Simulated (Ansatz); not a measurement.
CoW (rock salt, Fm-3m) under volume change, the program Ansatz at the r²SCAN level (PAW), scaled uniformly.

```csv
V (Å³/atom),E − E(relaxed) (meV/atom),P (GPa)
12.862,106.0,29.09
13.286,44.4,17.77
13.710,10.5,8.15
14.134,0.0,0.00
14.559,9.4,-6.89
14.983,35.6,-12.76
15.407,76.1,-17.74
```

**Question.** What does a third-order Birch–Murnaghan fit give for V₀, B₀ and B′?

**Answer.** V₀ = 14.14 Å³/atom, B₀ = 250 GPa, B′ = 4.5.

The start of the workflow was typed in or built on a structure type; neither database checked (COD, Materials Project) lists it. Whether it is the stable phase at ambient conditions was not checked. Symmetry was held in the r²SCAN relaxation; its stability against distortions is not shown here. Spin order of the final state: ferromagnetic, the only order run, not a proven ground state. Its formation energy is positive at this level, so the cell may be metastable or incomplete. Other orbital occupations within this spin state were not tried. Spin–orbit coupling is left out wherever it is not named.

Potentials: the later of the program's two PAW sets.
